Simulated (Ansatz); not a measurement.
## KMgH3: a fit and a missing row

KMgH3, Pm-3m, a = 3.992 Å. The structure is a COD entry; whether it is the stable form wasn't checked. Ansatz: r2SCAN, PAW, 500 eV, Γ-centred 6×6×6 mesh on 5 atoms, Gaussian smearing 0.02 eV; no spin polarisation. Symmetry fixes shape and atoms, so the cell is only scaled; pressure is positive in compression.

```tsv
V (Å³/atom)	P (GPa)
11.960	2.59
12.342	1.20
12.723	-0.01
13.105	?
13.487	-1.97
```

Question: Take V0 = 12.723 Å³/atom, count pressures from its P0 = -0.01 GPa, fit the third-order Birch–Murnaghan form to the other rows, and predict the missing pressure.

Answer: With the Eulerian strain f = ½[(V0/V)^(2/3) − 1] and y = (P − P0)/[3f(1 + 2f)^(5/2)], the form is the line y = B0 + 1.5 B0 (B0′ − 4) f. Rows (f, y): 0.02105, 37.1; 0.01024, 37.4; -0.01907, 37.8. Means f = 0.004073, y = 37.433; Σ(Δf)² = 0.0008618, ΣΔfΔy = -0.01435; the slope is their ratio. y = 37.50 − 16.65 f GPa, so B0 = 37.5 GPa and B0′ = 4 + 2 × (-16.65)/(3 × 37.50) = 3.70. At V = 13.105, f = -0.00976, y = 37.66 and P = -1.06 GPa. The run gave -1.06 GPa, the same to the digits shown.

Cost: 5 runs of about 0.84 core-minutes in all, on Intel Xeon Processor @ 2.50GHz (Skylake/Cascade Lake) (shared hosts).